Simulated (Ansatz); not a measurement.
HfN (rock salt, space group No. 225), a = 4.548 Å, b = 4.548 Å, c = 4.548 Å, α = 90.00°, β = 90.00°, γ = 90.00°; the cell used has 2 atoms.

Relaxed with plane-wave PAW PBE (Ansatz code). Indices refer to the conventional cell of Fm-3m, a = 4.548 Å, b = 4.548 Å, c = 4.548 Å, α = 90.00°, β = 90.00°, γ = 90.00°.

### Question
Simulate the powder diffraction pattern (Cu Kα, λ = 1.54184 Å; lines above 1 %) up to 2θ = 90°.

### Answer
Simulated powder pattern, Cu Kα, λ = 1.54184 Å (kinematic, ideal powder, no thermal factors, no anomalous dispersion; the 30 strongest lines at most, above 1 %, up to 2θ = 90°):

```csv
2θ (°),d (Å),I/Imax (%),hkl
34.15,2.626,100,(111)
39.63,2.274,68,(200)
57.30,1.608,46,(220)
68.42,1.371,44,(311)
71.92,1.313,16,(222)
85.38,1.137,7.7,(400)
```

The cell was relaxed with PBE under the symmetry of its start. No spin polarisation was allowed. Scalar-relativistic: spin–orbit coupling is off unless named, which matters more the heavier the elements.

Potentials: the earlier of the program's two PAW sets.
